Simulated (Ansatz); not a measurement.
A plane-wave DFT run in Ansatz 0.2.0 (scalar-relativistic PAW potentials unless the input names others): input and command.

```yaml
crystal:
  lattice:
    - [4.4496506212, 0.0, 0.0]
    - [0.0, 4.4496506212, 0.0]
    - [0.0, 0.0, 2.8770925173]
  atoms:
    - { symbol: Mn, position: [0.0, 0.0, 0.0], spin: 2.63 }
    - { symbol: Mn, position: [0.5, 0.5, 0.5], spin: 2.63 }
    - { symbol: O, position: [0.3054516535, 0.3054516535, 0.0] }
    - { symbol: O, position: [0.1945483465, 0.8054516535, 0.5] }
    - { symbol: O, position: [0.6945483465, 0.6945483465, 0.0] }
    - { symbol: O, position: [0.8054516535, 0.1945483465, 0.5] }
basis:
  ecutwfc: "80 eV"
kpoints:
  mp_grid: { grid: [8, 8, 12] }
hamiltonian:
  xc: pbe
scf:
  occupations: { method: gaussian, width: 0.1 }
  max_iter: 100
output:
  forces: true
  eigenvalues: true
  stress: true
magnetization:
  spin_polarized: true
```

```bash
ansatz run input.yaml --threads 2 --pin off --max-ram 5120MiB --backend cpu --events-out ev --progress --plain --runs-dir out
```

Abridged log:
```
Pseudopotentials: kind: paw
Pseudopotential: Mn, paw, valence charge 15, recommended cutoff 420 eV (normal)
Pseudopotential: O, paw, valence charge 6, recommended cutoff 420 eV (normal)
Functional definition: PBE
Crystal: 6 atoms, lattice volume = 56.965 Å³
Basis set: ecut = 80 eV, 89 PW (Γ), exchange–correlation on 30×30×18 points (8 copies of the dense FFT grid, shifted against one another)
Bands: 36, of which v1, the nominal top of the filled ones, is band 27 counted from 1 (26 counted from 0)
Symmetry: 16 space group operations
Space group: P42/mnm (ITA 136), of the structure as read, at distance tolerance 3.8e-5 Å
Magnetic group: BNS 136.495 (UNI 1155), of the structure as read, at distance tolerance 3.8e-5 Å
k-points: 105 of 768
Initial density: superposition of atomic densities (chi_scale 0.1, normalization cell, long waves kept (reshape's long-wave potential 0.00 eV rms))
Starting moments: Σ|m| = 5.26 μB on 2 of 6 sites
Initial wavefunctions: pseudopotential atomic-orbital guess
Functional: x = pbe(κ = 0.804, μ = 0.21951497), c = pbe(β = 0.06672455)
SCF iter   1: F=—  HF=-9432.654236 eV  |F-HF|=—  |Δ(HF+E_count)|=         —  Δρ=8.63e-1 (↑8.63e-1 ↓5.83e-1) dr2=6.96e2  dr2_m=1.53e1  M=0.332 μB ∫|m|=0.372 μB  β_m=0.30  ethr=3.10e-3  ⟨swp⟩=1.0  Hψ=19464  notcnv=0
Mixer restart at iter 1: flushing history
spin=Collinear: Kerker preconditioning applied to the charge; magnetization (m = ρ↑ − ρ↓) channel mixes plain (no charge-response kernel on spin).
SCF iter   2: F=—  HF=-9208.054390 eV  |F-HF|=—  |Δ(HF+E_count)|=    2.25e2  Δρ=6.56e-1 (↑6.56e-1 ↓4.56e-1) dr2=4.35e2  dr2_m=7.50e0  M=0.441 μB ∫|m|=0.447 μB  β_m=0.65  ethr=3.10e-3  ⟨swp⟩=2.8  Hψ=16646  notcnv=0  defer=625
SCF iter   3: F=—  HF=-8862.131146 eV  |F-HF|=—  |Δ(HF+E_count)|=    3.46e2  Δρ=6.92e-2 (↑5.16e-2 ↓6.92e-2) dr2=1.05e1  dr2_m=8.94e-2  M=0.022 μB ∫|m|=0.058 μB  β_m=0.82  ethr=3.10e-3  ⟨swp⟩=4.6  Hψ=26152  notcnv=0  defer=646
SCF iter   4: F=—  HF=-8864.411340 eV  |F-HF|=—  |Δ(HF+E_count)|=    2.28e0  Δρ=1.29e-2 (↑1.22e-2 ↓1.29e-2) dr2=2.53e-1  dr2_m=6.48e-3  M=0.019 μB ∫|m|=0.021 μB  β_m=0.91  ethr=3.10e-3  ⟨swp⟩=3.5  Hψ=17789  notcnv=0  defer=608
SCF iter   5: F=—  HF=-8866.309683 eV  |F-HF|=—  |Δ(HF+E_count)|=    1.90e0  Δρ=6.41e-3 (↑6.11e-3 ↓6.41e-3) dr2=7.43e-2  dr2_m=5.16e-5  M=-0.010 μB ∫|m|=0.014 μB  β_m=0.96  ethr=4.68e-4  ⟨swp⟩=2.1  Hψ=11606  notcnv=0  defer=598
SCF iter   6: F=—  HF=-8866.923887 eV  |F-HF|=—  |Δ(HF+E_count)|=   6.14e-1  Δρ=5.06e-3 (↑5.06e-3 ↓4.82e-3) dr2=5.95e-2  dr2_m=3.52e-5  M=-0.001 μB ∫|m|=0.004 μB  β_m=0.98  ethr=1.38e-4  ⟨swp⟩=2.2  Hψ=9461  notcnv=0  defer=598
SCF iter   7: F=—  HF=-8867.179729 eV  |F-HF|=—  |Δ(HF+E_count)|=   2.56e-1  Δρ=1.68e-3 (↑7.56e-4 ↓1.68e-3) dr2=2.87e-3  dr2_m=4.10e-4  M=-0.019 μB ∫|m|=0.019 μB  β_m=0.95  ethr=1.10e-4  ⟨swp⟩=2.0  Hψ=12445  notcnv=0  defer=600
SCF iter   8: F=—  HF=-8867.182315 eV  |F-HF|=—  |Δ(HF+E_count)|=   2.59e-3  Δρ=4.91e-4 (↑4.91e-4 ↓3.72e-4) dr2=5.06e-4  dr2_m=7.22e-6  M=-0.002 μB ∫|m|=0.003 μB  β_m=0.98  ethr=5.31e-6  ⟨swp⟩=2.2  Hψ=11545  notcnv=0  defer=596
SCF iter   9: F=—  HF=-8867.184140 eV  |F-HF|=—  |Δ(HF+E_count)|=   1.83e-3  Δρ=1.67e-4 (↑1.58e-4 ↓1.67e-4) dr2=7.37e-5  dr2_m=7.49e-8  M=-0.001 μB ∫|m|=0.003 μB  β_m=0.99  ethr=9.37e-7  ⟨swp⟩=2.0  Hψ=10771  notcnv=0  defer=596
SCF iter  10: F=—  HF=-8867.256178 eV  |F-HF|=—  |Δ(HF+E_count)|=   7.20e-2  Δρ=9.56e-5 (↑9.56e-5 ↓6.30e-5) dr2=9.89e-6  dr2_m=1.28e-6  M=0.000 μB ∫|m|=0.001 μB  β_m=0.99  ethr=1.36e-7  ⟨swp⟩=2.1  Hψ=12982  notcnv=0  defer=596
SCF iter  11: F=—  HF=-8867.256205 eV  |F-HF|=—  |Δ(HF+E_count)|=   2.78e-5  Δρ=2.10e-5 (↑2.10e-5 ↓2.02e-5) dr2=5.97e-7  dr2_m=4.87e-8  M=0.000 μB ∫|m|=0.000 μB  β_m=1.00  ethr=1.83e-8  ⟨swp⟩=2.0  Hψ=10739  notcnv=0  defer=596
SCF iter  12: F=—  HF=-8867.256207 eV  |F-HF|=—  |Δ(HF+E_count)|=   1.93e-6  Δρ=4.72e-6 (↑4.72e-6 ↓4.33e-6) dr2=2.88e-8  dr2_m=1.24e-9  M=0.000 μB ∫|m|=0.000 μB  β_m=1.00  ethr=1.11e-9  ⟨swp⟩=2.0  Hψ=11497  notcnv=0  defer=596
SCF iter  13: F=—  HF=-8867.256207 eV  |F-HF|=—  |Δ(HF+E_count)|=   2.70e-8  Δρ=3.10e-6 (↑3.10e-6 ↓2.23e-6) dr2=1.32e-8  dr2_m=1.07e-9  M=0.000 μB ∫|m|=0.000 μB  β_m=1.00  ethr=5.34e-11  ⟨swp⟩=2.0  Hψ=10990  notcnv=0  defer=596
SCF iter  14: F=—  HF=-8867.256207 eV  |F-HF|=—  |Δ(HF+E_count)|=   7.30e-8  Δρ=2.82e-7 (↑2.82e-7 ↓1.97e-7) dr2=6.89e-11  dr2_m=1.02e-11  M= 0.000 μB ∫|m|=0.000 μB  β_m=1.00  ethr=2.45e-11  ⟨swp⟩=2.0  Hψ=11411  notcnv=0  defer=596
SCF iter  15: F=-8867.256207 eV  HF=-8867.256207 eV  |F-HF|=1.46e-11  |Δ(HF+E_count)|=  1.56e-10  Δρ=1.16e-7 (↑1.16e-7 ↓1.10e-7) dr2=2.50e-11  dr2_m=3.76e-13  M=0.000 μB ∫|m|=0.000 μB  ethr=1.00e-12  ⟨swp⟩=8.8  Hψ=27600  notcnv=0
SCF 1 converged in 15 iterations: F = -8867.256207 eV  dr2 = 2.50e-11
the search or the solves at the SCF's close seem to have found levels that the self-consistency loop had missed (the run counts 2). By its estimate they hold under 1e-12 electrons; where the run keeps them, the occupations were computed again with them
WARN: the starting moments were not kept: the SCF closed with an absolute magnetisation of 6.7e-7 μB, where they sum to 5.26 μB in size (2 sites). That is at most 0.1 of that sum. Measured as dr2_m measures the in/out step, that magnetisation stands 4.1e-14 eV from none, at or under the dr2_threshold of 1.0e-7 eV: it is no larger than a step whose dr2_m would equal this threshold. The system may hold no moment; this SCF shows only that its start led to no more than that. To try another start: raise the starting moments (crystal.atoms[].spin, magnetization.per_species, magnetization.initial_mag ...
SCF converged after 15 iterations
Magnetization: 0.0000 μB (27.0000 up, 27.0000 down)
Absolute magnetization: 0.0000 μB (∫|ρ↑−ρ↓|, with the PAW one-centre terms)
Spin contamination: 0.0000 ħ² per cell (⟨S²⟩ above its minimum at these occupations)
Per-site moments (μB) at R_I (Å): [(6.77483182e-8, 0.77919840), (6.77483182e-8, 0.77919840), (2.53329820e-8, 0.77919840), (2.53329820e-8, 0.77919840), (2.53329820e-8, 0.77919840), (2.53329819e-8, 0.77919840)]
Free energy (F): -8867.256207 eV
Harris-Foulkes:  -8867.256207 eV  (|F-HF|=1.46e-11)
Internal energy: -8867.241237 eV  (E = F + TS)
E sigma→0 (E₀):  -8867.248722 eV
Entropy (-TS):   -0.014971 eV (-2.495 meV/atom)
Fermi energy:    21.782689 eV
--- Forces (eV/Å), atoms counted from 1 ---
  atom   1  Mn     0.00000000     0.00000000     0.00000000
  atom   2  Mn     0.00000000     0.00000000     0.00000000
  atom   3  O      3.92592226     3.92592226     0.00000000
  atom   4  O     -3.92592226     3.92592226     0.00000000
  atom   5  O     -3.92592226    -3.92592226     0.00000000
  atom   6  O      3.92592226    -3.92592226     0.00000000
--- Stress (GPa, compression-positive) ---
     -236.150400       0.000000       0.000000
        0.000000    -236.150400       0.000000
        0.000000       0.000000    -257.283131
  P = ⅓ Tr σ = -243.1946 GPa (-2431.946 kbar)
```

**Question.** What is wrong with this input?

**Answer.** The fault is a cutoff far too low (basis.ecutwfc: 420 → "80 eV", the first being the value of the sound run). Setting it back cures it. The log, from which this was withheld above, says: «Warning: basis.ecutwfc = 80 eV is below the records' recommended 420 eV, and the density's cutoff is lower with it unless basis.ecutrho_ratio is high enough to keep the records' density cutoff: compare with a run at a higher cutoff» The run converged all the same, with an energy at zero smearing 200.0 eV/atom above the reference's, pressure -243.19 GPa, largest force 5.552 eV/Å, no gap on the mesh, so convergence alone doesn't show that an input is right. A reference run from the same start on usual settings converged with pressure 0.02 GPa, largest force 0.000 eV/Å, no gap on the mesh.

It took 5.6 s on 2 threads of Arm Neoverse V2, on a shared host, peak memory 0.34 GiB.